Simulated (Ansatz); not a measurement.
Problem. Si in space group Fd-3m (No. 227; Si on 8a, Si on 32e, Si on 96g) is relaxed with plane-wave PAW PBEsol (Ansatz code). What lattice parameters of the conventional cell result?

Solution. a = 14.624 Å.

Problem. Give the free coordinates with the occupied sites.

Solution. In one choice of origin and axes:

```csv
atom,site,symmetry,x,y,z
Si,8a,-43m,0.0000,0.0000,0.0000
Si,32e,.3m,0.3586,0.3586,0.3586
Si,96g,..m,0.0585,0.0585,0.2528
```

Problem. Is it a metal or does it have a gap at this level?

Solution. A gap of 0.43 eV, indirect.

The first step of the workflow began from a Materials Project structure, measured or hypothetical. Its sites differ from those of the usual phase in this space group: another stacking or structure type. The PBEsol relaxation kept the symmetry of its start; its stability against distortions is not shown here.

Potentials: the earlier of the program's two PAW sets. The files were generated under PBE; for other functionals the program regenerates the frozen cores, and for LDA and PBEsol the local potential too.
